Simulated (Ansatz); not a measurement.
Given:

SiRu2:
```cif
data_Ru4Si2
_chemical_formula_sum 'Ru4 Si2'
_space_group_name_H-M_alt 'P4/nmm :1'
_space_group_IT_number 129
_space_group_name_Hall 'P 4ab 2ab -1ab'
_cell_length_a 3.71211
_cell_length_b 3.71211
_cell_length_c 5.91397
_cell_angle_alpha 90.000
_cell_angle_beta 90.000
_cell_angle_gamma 90.000
loop_
_space_group_symop_operation_xyz
  'x, y, z'
  '-y+1/2, x+1/2, z'
  '-x, -y, z'
  'y+1/2, -x+1/2, z'
  'x+1/2, -y+1/2, -z'
  '-y, -x, -z'
  '-x+1/2, y+1/2, -z'
  'y, x, -z'
  '-x+1/2, -y+1/2, -z'
  'y, -x, -z'
  'x+1/2, y+1/2, -z'
  '-y, x, -z'
  '-x, y, z'
  'y+1/2, x+1/2, z'
  'x, -y, z'
  '-y+1/2, -x+1/2, z'
loop_
_atom_site_label
_atom_site_type_symbol
_atom_site_symmetry_multiplicity
_atom_site_Wyckoff_symbol
_atom_site_fract_x
_atom_site_fract_y
_atom_site_fract_z
_atom_site_occupancy
Ru1 Ru 2 a 0.00000 0.00000 0.00000 1
Ru2 Ru 2 c 0.50000 0.00000 0.33524 1
Si1 Si 2 c 0.00000 0.50000 0.27381 1
```

This is the PBEsol-relaxed structure.

Q: All from PBEsol in the plane-wave PAW code Ansatz, unless another level is named. Predict the electronic character.

A: metallic (no gap).

Q: Give the density of states at the Fermi level.

A: 0.75 states/eV per atom (mean over ±0.08 eV).

Q: Give the formation energy from the elements (no fitted shifts).

A: -0.25 eV/atom.

Q: Predict the gap with spin–orbit coupling.

A: none (metallic).

The cell is a constructed one: a structure type filled with these elements; neither database checked (COD, Materials Project) lists it. Its standing as an ambient phase is unchecked. The PBEsol relaxation kept the symmetry of its start; its stability against distortions is not shown here. No spin polarisation was allowed. The references are the lowest solids computed at this level, not always the standard phases. Scalar-relativistic: spin–orbit coupling is off unless named, which matters more the heavier the elements.

Potentials: the earlier of the program's two PAW sets. The files were generated under PBE; for other functionals the program regenerates the frozen cores, and for LDA and PBEsol the local potential too.
